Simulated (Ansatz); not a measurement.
CuI2:
```xyz
3
Lattice="5.1823 0.0000 0.0000 0.0000 5.1823 0.0000 0.0000 0.0000 4.2194" Properties=species:S:1:pos:R:3 pbc="T T T"
Cu     0.0000     0.0000     0.0000
I      0.0000     2.5912     0.0000
I      2.5912     0.0000     0.0000
```

Relaxed with PBE+D3(BJ). Special points in fractions of this cell's reciprocal vectors: Γ (0.000, 0.000, 0.000); X (0.000, 0.500, 0.000); M (0.500, 0.500, 0.000); Z (0.000, 0.000, 0.500); R (0.000, 0.500, 0.500); A (0.500, 0.500, 0.500).

List the band energies nearest the Fermi level at these points for plane-wave PAW PBE+D3(BJ) with spin–orbit coupling (Ansatz code).

In eV from the Fermi level; about four levels below and three above (degenerate sets whole), none deeper than 8.9 eV; points with the same levels are listed once.

```
k                    below                above
-  -----------------------  -------------------
Γ  -0.29 -0.29 -0.07 -0.07  0.72 0.72 4.68 4.68
X  -0.78 -0.78 -0.17 -0.17  4.68 4.68 6.01 6.01
M  -0.41 -0.41 -0.23 -0.23  0.62 0.62 1.58 1.58
Z  -0.69 -0.69 -0.02 -0.02  1.45 1.45 5.44 5.44
R  -1.16 -1.16 -0.70 -0.70  3.89 3.89 5.46 5.46
A  -1.20 -1.20 -1.05 -1.05  0.63 0.63 1.66 1.66
```

Space group P4/mmm. The first step of the workflow began from a Materials Project structure, measured or hypothetical; the Crystallography Open Database copy checked does not list it. Whether it is the stable phase at ambient conditions was not checked. Symmetry was held in the PBE+D3(BJ) relaxation; whether a distortion lowers the energy is not shown. The run is not spin-polarised. Its formation energy is positive at this level, so the cell may be metastable or incomplete. With an odd number of electrons in the cell and no spin polarisation, the count alone makes it a metal.

Potentials: the later of the program's two PAW sets.
